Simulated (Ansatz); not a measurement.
Input and command of a calculation in Ansatz (plane waves; scalar-relativistic PAW potentials unless the input names others):

```yaml
crystal:
  lattice:
    - [1.6701479908, 0.9642603921, 7.7724938132]
    - [-1.6701479908, 0.9642603921, 7.7724938132]
    - [0.0, -1.9285207842, 7.7724938132]
  atoms:
    - { symbol: Mg, position: [0.0, 0.0, 0.0] }
    - { symbol: In, position: [0.43900667, 0.43900667, 0.43900667] }
    - { symbol: In, position: [0.56099333, 0.56099333, 0.56099333] }
    - { symbol: "N", position: [0.27727667, 0.27727667, 0.27727667] }
    - { symbol: "N", position: [0.72272333, 0.72272333, 0.72272333] }
basis:
  ecutwfc: 420
kpoints:
  mp_grid: { grid: [12, 12, 12] }
hamiltonian:
  xc: pbe
scf:
  occupations: { method: tetrahedron_uncorrected }
output:
  forces: true
  eigenvalues: true
  stress: true
relax:
  adjacent_minimum: "off"
  f_tol: 0.005
  max_steps: 80
  cell: { stress_tol: 0.05 }
```

```bash
ansatz run input.yaml --threads 4 --pin off --max-ram 9216MiB --backend cpu --events-out ev --progress --plain --runs-dir out
```

Abridged log:
```
Warning: relax: with tetrahedron occupations the Hellmann–Feynman forces and the energy need not agree along the walk (scf.occupations.method in the input reference, under Limitations); prefer a smearing scheme for the relaxation and re-run the relaxed geometry with tetrahedron occupations for the final energies/DOS
Basis set: ecut = 420 eV, 1507 PW (Γ), FFT grids on a1−a3, a2−a3, a3, exchange–correlation on 48×48×108 points (8 copies of the dense FFT grid, shifted against one another)
Bands: 28, of which v1, the nominal top of the filled ones, is band 23 counted from 1 (22 counted from 0)
Symmetry: 12 space group operations
k-points: 189 of 1728
SCF iter   1: F=—  HF=-13888.230215 eV  |F-HF|=—  |Δ(HF+E_count)|=         —  Δρ=1.38e-3  dr2=3.02e-3  ethr=1.77e-3  ⟨swp⟩=6.8  Hψ=25506  notcnv=0
SCF iter   2: F=—  HF=-13888.229968 eV  |F-HF|=—  |Δ(HF+E_count)|=   2.47e-4  Δρ=8.50e-4  dr2=9.52e-4  ethr=6.56e-6  ⟨swp⟩=2.3  Hψ=11657  notcnv=0  defer=189
SCF iter   3: F=—  HF=-13888.229961 eV  |F-HF|=—  |Δ(HF+E_count)|=   6.86e-6  Δρ=2.90e-4  dr2=7.86e-5  ethr=2.07e-6  ⟨swp⟩=2.2  Hψ=7234  notcnv=0  defer=189
SCF iter   4: F=—  HF=-13888.229942 eV  |F-HF|=—  |Δ(HF+E_count)|=   1.94e-5  Δρ=1.07e-4  dr2=1.49e-5  ethr=1.71e-7  ⟨swp⟩=2.2  Hψ=10242  notcnv=0  defer=189
SCF iter   5: F=—  HF=-13888.229942 eV  |F-HF|=—  |Δ(HF+E_count)|=   4.54e-7  Δρ=7.66e-5  dr2=6.53e-6  ethr=3.24e-8  ⟨swp⟩=2.4  Hψ=9902  notcnv=0  defer=189
SCF iter   6: F=—  HF=-13888.229941 eV  |F-HF|=—  |Δ(HF+E_count)|=   1.02e-6  Δρ=1.60e-5  dr2=1.17e-7  ethr=1.42e-8  ⟨swp⟩=2.1  Hψ=7072  notcnv=0  defer=189
SCF iter   7: F=-13888.229941 eV  HF=-13888.229941 eV  |F-HF|=1.02e-9  |Δ(HF+E_count)|=   9.82e-8  Δρ=3.61e-6  dr2=8.57e-9  ethr=2.17e-10  ⟨swp⟩=4.0  Hψ=17991  notcnv=0
SCF 1 converged in 7 iterations: F = -13888.229941 eV  dr2 = 8.57e-9
relax step   1: F+E_penalty+E_count = -13888.22994119 eV  Δ(F+E_penalty+E_count) = +0.000e0 eV  max|allowed force component| = 4.145e-2 eV/Å  Δτ_max = 0.0000 Å  P = -0.279 GPa  Ω = 75.104 Å³  (7 SCF iters, dr2 threshold 1.00e-7 eV, accepted)
Crystal: 5 atoms, lattice volume = 74.664 Å³
Initial density: handed on by an earlier stage of this run
Initial wavefunctions: those handed on with the density
SCF iter   1: F=—  HF=-13888.229957 eV  |F-HF|=—  |Δ(HF+E_count)|=         —  Δρ=1.46e-3  dr2=1.02e-3  ethr=2.14e-6  ⟨swp⟩=3.0  Hψ=27635  notcnv=0
   ...
SCF iter   1: F=—  HF=-13888.230687 eV  |F-HF|=—  |Δ(HF+E_count)|=         —  Δρ=2.58e-5  dr2=5.08e-7  ethr=1.08e-9  ⟨swp⟩=3.0  Hψ=26863  notcnv=0
SCF iter   2: F=—  HF=-13888.230683 eV  |F-HF|=—  |Δ(HF+E_count)|=   3.23e-6  Δρ=1.10e-5  dr2=1.11e-7  ethr=1.08e-9  ⟨swp⟩=2.2  Hψ=7563  notcnv=0
SCF iter   3: F=—  HF=-13888.230683 eV  |F-HF|=—  |Δ(HF+E_count)|=   1.05e-8  Δρ=4.96e-6  dr2=1.99e-8  ethr=2.40e-10  ⟨swp⟩=2.6  Hψ=7611  notcnv=0
SCF iter   4: F=-13888.230683 eV  HF=-13888.230683 eV  |F-HF|=2.13e-10  |Δ(HF+E_count)|=   2.57e-9  Δρ=1.46e-6  dr2=1.52e-9  ethr=5.24e-12  ⟨swp⟩=3.0  Hψ=21483  notcnv=0
SCF 4 converged in 4 iterations: F = -13888.230683 eV  dr2 = 1.52e-9
relax step   4: F+E_penalty+E_count = -13888.23068346 eV  Δ(F+E_penalty+E_count) = +5.713e-6 eV  max|allowed force component| = 1.552e-3 eV/Å  Δτ_max = 0.0005 Å  P = +0.005 GPa  Ω = 74.913 Å³  energy of the carried Pulay correction = +3.545e-4 eV  (4 SCF iters, dr2 threshold 2.41e-9 eV, accepted)
Initial wavefunctions: pseudopotential atomic-orbital guess (no wavefunctions were taken with the density)
SCF iter   1: F=—  HF=-13888.230342 eV  |F-HF|=—  |Δ(HF+E_count)|=         —  Δρ=1.09e-5  dr2=1.80e-8  ethr=2.83e-8  ⟨swp⟩=3.8  Hψ=42158  notcnv=0
SCF iter   2: F=—  HF=-13888.230340 eV  |F-HF|=—  |Δ(HF+E_count)|=   1.71e-6  Δρ=5.34e-6  dr2=6.08e-9  ethr=3.92e-11  ⟨swp⟩=3.1  Hψ=11660  notcnv=0  defer=1
SCF iter   3: F=—  HF=-13888.230340 eV  |F-HF|=—  |Δ(HF+E_count)|=   7.77e-9  Δρ=2.52e-6  dr2=7.88e-10  ethr=1.32e-11  ⟨swp⟩=2.3  Hψ=7179  notcnv=0
SCF iter   4: F=-13888.230340 eV  HF=-13888.230340 eV  |F-HF|=1.09e-11  |Δ(HF+E_count)|=   2.38e-9  Δρ=2.19e-7  dr2=3.45e-11  ethr=1.00e-12  ⟨swp⟩=3.0  Hψ=24323  notcnv=0
SCF 5 converged in 4 iterations: F = -13888.230340 eV  dr2 = 3.45e-11
SCF converged after 4 iterations
Free energy (F): -13888.230340 eV
Harris-Foulkes:  -13888.230340 eV  (|F-HF|=1.09e-11)
Internal energy: -13888.230340 eV  (E = F + TS)
E sigma→0 (E₀):  -13888.230340 eV
Fermi energy:    10.020545 eV
--- Forces (eV/Å), atoms counted from 1 ---
  atom   1  Mg     0.00000000     0.00000000     0.00000000
  atom   2  In     0.00000000     0.00000000    -0.00103671
  atom   3  In     0.00000000     0.00000000     0.00103671
  atom   4  N      0.00000000     0.00000000    -0.00151033
  atom   5  N      0.00000000     0.00000000     0.00151033
--- Stress (GPa, compression-positive) ---
       -0.000118       0.000000       0.000000
        0.000000      -0.000118       0.000000
        0.000000       0.000000      -0.000460
  P = ⅓ Tr σ = -0.0002 GPa (-0.002 kbar)
--- Relaxed structure (4 steps of the walk, 3 accepted, 1 SCFs on fresh bases) ---
  F+E_penalty+E_count = -13888.23034049 eV   max|allowed force component| = 1.510e-3 eV/Å   (the final SCF, on the basis selected at the relaxed cell)
  cell:  # Å, volume = 74.9130 Å³
    - [1.66843619, 0.96327208, 7.76868366]
    - [-1.66843619, 0.96327208, 7.76868366]
    - [0.0, -1.92654417, 7.76868366]
  atoms:
    - { symbol: Mg, position: [0.0, 0.0, 0.0] }
    - { symbol: In, position: [0.43914146, 0.43914146, 0.43914146] }
    - { symbol: In, position: [0.56085853, 0.56085853, 0.56085853] }
    - { symbol: N, position: [0.27708729, 0.27708729, 0.27708729] }
    - { symbol: N, position: [0.72291270, 0.72291270, 0.72291270] }
```

Apart from outputs and empty bands, the input differs from a reference run on usual settings in scf.occupations.width: 0.01 → not typed; scf.occupations.method: "gaussian" → "tetrahedron_uncorrected". The reference, at the same start, ended its own course with a relaxed volume of 14.98 Å³/atom, pressure 0.00 GPa, largest force 0.002 eV/Å, gap on the mesh 0.10 eV. This run converged in 28 SCF iterations over all its steps (reference: 34) with an energy at zero smearing within 0.01 meV/atom of the reference's, a relaxed volume of 14.98 Å³/atom, pressure 0.00 GPa, largest force 0.002 eV/Å, gap on the mesh 0.10 eV.

The run took 45 s on 4 threads of Arm Neoverse N1 (shared host), peak memory 0.61 GiB.